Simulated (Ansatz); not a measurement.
## Relaxation path: MgO (rocksalt type)

DFT, r2SCAN, PAW with Ansatz's default frozen-core files, scalar-relativistic (Ansatz 0.2.0); a Γ-centred 15×15×15 k mesh, Fermi–Dirac smearing of 0.05 eV, no spin polarisation. The run relaxes cell and atoms at a target pressure of 0 GPa.

Command: `ansatz run input.yaml --threads 1 --pin off --max-ram 2048MiB --backend cpu --events-out ev --progress --plain --runs-dir out` It took 9.4 s on 1 thread of Intel(R) Xeon(R) Platinum 8488C (Sapphire Rapids), with other jobs on the host, peak memory 0.43 GiB.

PAW: frozen-core files, cutoff 500 eV; forces are relaxed below 0.005 eV/Å.

Each step lists its free energy a cell above the last geometry, the pressure, the cell vectors (Å), and Cartesian positions (Å) with forces (eV/Å).

The first step:

```
step 1  dF = 50.56 meV  P = -10.56 GPa
  cell 0.0000 2.1544 2.1544  2.1544 0.0000 2.1544  2.1544 2.1544 0.0000
  Mg 0.0000 0.0000 0.0000   0.0000 0.0000 0.0000
  O 2.1544 2.1544 2.1544   0.0000 0.0000 0.0000
```

The PAW files were made under PBE.

Task: Where does the relaxation end, and by which steps?

Result: After 4 geometries, with conventional a, b, c = 4.204, 4.204, 4.204 Å, at 9.288 Å³/atom (-7.12 % against the start) in space group Fm-3m, with a shortest distance of 2.102 Å. The further steps:
```
step 2  dF = 14.29 meV  P = -5.93 GPa
  cell 0.0000 2.1293 2.1293  2.1293 0.0000 2.1293  2.1293 2.1293 0.0000
  Mg 0.0000 0.0000 0.0000   0.0000 0.0000 0.0000
  O 2.1293 2.1293 2.1293   0.0000 0.0000 0.0000
step 3  dF = 0.18 meV  P = 0.81 GPa
  cell 0.0000 2.0987 2.0987  2.0987 0.0000 2.0987  2.0987 2.0987 0.0000
  Mg 0.0000 0.0000 0.0000   0.0000 0.0000 0.0000
  O 2.0987 2.0987 2.0987   0.0000 0.0000 0.0000
step 4  dF = 0.00 meV  P = 0.00 GPa
  cell 0.0000 2.1021 2.1021  2.1021 0.0000 2.1021  2.1021 2.1021 0.0000
  Mg 0.0000 0.0000 0.0000   0.0000 0.0000 0.0000
  O 2.1021 2.1021 2.1021   0.0000 0.0000 0.0000
step 5  dF = 0.80 meV  P = 0.04 GPa  (same geometry on a basis chosen anew; earlier energies don't compare to the last digit)
  cell 0.0000 2.1021 2.1021  2.1021 0.0000 2.1021  2.1021 2.1021 0.0000
  Mg 0.0000 0.0000 0.0000   0.0000 0.0000 0.0000
  O 2.1021 2.1021 2.1021   0.0000 0.0000 0.0000
```
